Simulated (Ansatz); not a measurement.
Cu Kα1 powder pattern (kinematic, no thermal factors).
2θ (°) (relative intensity): 17.48 (100), 27.84 (61), 33.06 (56), 35.39 (17), 39.77 (95), 43.75 (100), 45.61 (41), 54.25 (14), 54.28 (37), 57.51 (56), 60.60 (11), 62.06 (47), 65.07 (10), 67.96 (12), 69.34 (11), 69.37 (8), 76.31 (19), 81.66 (8), 83.03 (15), 85.74 (16), 88.31 (6), 88.39 (4), 89.67 (32)

The pattern is computed from a structure relaxed with DFT PBE, scalar-relativistic, plane waves, PAW (Ansatz). No spin polarisation. Its elements are Li, N, Si.

Problem. Give the structure.

Solution. Li3SiN2.
Space group P4mm (No. 99). a = 3.202 Å, b = 3.202 Å, c = 5.068 Å, α = 90.00°, β = 90.00°, γ = 90.00°
```tsv
atom	site	symmetry	x	y	z
Li	2c	2mm.	0.5000	0.0000	0.0086
Li	1a	4mm	0.0000	0.0000	0.3583
Si	1b	4mm	0.5000	0.5000	0.6114
N	1b	4mm	0.5000	0.5000	0.2756
N	1a	4mm	0.0000	0.0000	0.7376
```

A pattern alone doesn't exclude other cells with like lines; this is the one computed.

The structure comes from a generated guess; another structure or a mixture of phases may lie lower.
